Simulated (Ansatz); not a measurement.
K₂S:
Space group P6₃/mmc (No. 194); a = b = 5.126 Å, c = 6.785 Å, α = β = 90.00°, γ = 120.00°

```
atom  site  symmetry       x       y       z
----  ----  --------  ------  ------  ------
S       2c      -6m2  0.3333  0.6667  0.2500
K       2a      -3m.  0.0000  0.0000  0.0000
K       2d      -6m2  0.6667  0.3333  0.2500
```

Relaxed with LDA.

### Question
Which orbitals make up the states near the band edges in LDA (plane waves, PAW; program Ansatz)?

### Answer
Top 1 eV of the valence band: S 3p 93 %. Bottom 1 eV of the conduction band: K 4s 54 %, S 3s 18 %, S 3p 10 %, outside the projected shells 16 %. Projections are on Löwdin-orthogonalised atomic valence shells; empty p or d shells of many metals are not among them.

### Question
Tabulate the density of states.

### Answer
States/eV per cell of 6 atoms, in 0.25 eV bins, energy from the valence-band maximum.

```
E (eV)  total   S 3p  K 4s  S 3s
------  -----  -----  ----  ----
-7.85    0.00   0.00  0.00  0.00
-7.60    0.00   0.00  0.00  0.00
-7.35    0.00   0.00  0.00  0.00
-7.10    0.00   0.00  0.00  0.00
-6.85    0.00   0.00  0.00  0.00
-6.60    0.00   0.00  0.00  0.00
-6.35    0.00   0.00  0.00  0.00
-6.10    0.00   0.00  0.00  0.00
-5.85    0.00   0.00  0.00  0.00
-5.60    0.00   0.00  0.00  0.00
-5.35    0.00   0.00  0.00  0.00
-5.10    0.00   0.00  0.00  0.00
-4.85    0.00   0.00  0.00  0.00
-4.60    0.00   0.00  0.00  0.00
-4.35    0.00   0.00  0.00  0.00
-4.10    0.00   0.00  0.00  0.00
-3.85    0.00   0.00  0.00  0.00
-3.60    0.00   0.00  0.00  0.00
-3.35    0.00   0.00  0.00  0.00
-3.10    0.00   0.00  0.00  0.00
-2.85    0.00   0.00  0.00  0.00
-2.60    0.00   0.00  0.00  0.00
-2.35    0.00   0.00  0.00  0.00
-2.10    0.00   0.00  0.00  0.00
-1.85    0.00   0.00  0.00  0.00
-1.60    3.97   3.00  0.78  0.03
-1.35    8.68   6.90  1.33  0.08
-1.10    5.32   4.64  0.38  0.03
-0.85   13.09  12.05  0.33  0.01
-0.60   14.58  13.72  0.12  0.00
-0.35    2.11   2.00  0.02  0.00
-0.10    0.25   0.24  0.00  0.00
0.15     0.00   0.00  0.00  0.00
0.40     0.00   0.00  0.00  0.00
0.65     0.00   0.00  0.00  0.00
0.90     0.00   0.00  0.00  0.00
1.15     0.00   0.00  0.00  0.00
1.40     0.00   0.00  0.00  0.00
1.65     0.00   0.00  0.00  0.00
1.90     0.00   0.00  0.00  0.00
2.15     0.00   0.00  0.00  0.00
2.40     0.03   0.00  0.02  0.01
2.65     0.14   0.01  0.08  0.03
2.90     0.23   0.02  0.12  0.04
3.15     0.40   0.04  0.21  0.06
3.40     2.31   0.24  1.05  0.10
3.65     2.12   0.20  0.95  0.09
3.90     2.17   0.14  0.93  0.07
4.15     3.82   0.16  1.46  0.12
4.40     7.24   0.24  2.59  0.19
4.65     4.49   0.13  0.98  0.09
4.90     9.51   0.32  1.79  0.17
5.15     7.84   0.27  1.22  0.10
5.40     6.37   0.15  0.87  0.06
5.65     6.25   0.12  0.93  0.05
5.90     7.33   0.16  1.02  0.05
6.15     7.65   0.17  0.74  0.02
```

Space group P6_3/mmc. The workflow started from an entry of the Crystallography Open Database (COD), which files this formula under 2 space groups. Whether it is the stable phase at ambient conditions was not checked. The cell was relaxed with LDA under the symmetry of its start; phonons on a q-mesh show weakly imaginary modes. The volume moved by -35 % from the start of the relaxation. The volume fell by over 15 % from the filed cell, which may lack light atoms or belong to other conditions.

Potentials: the later of the program's two PAW sets.
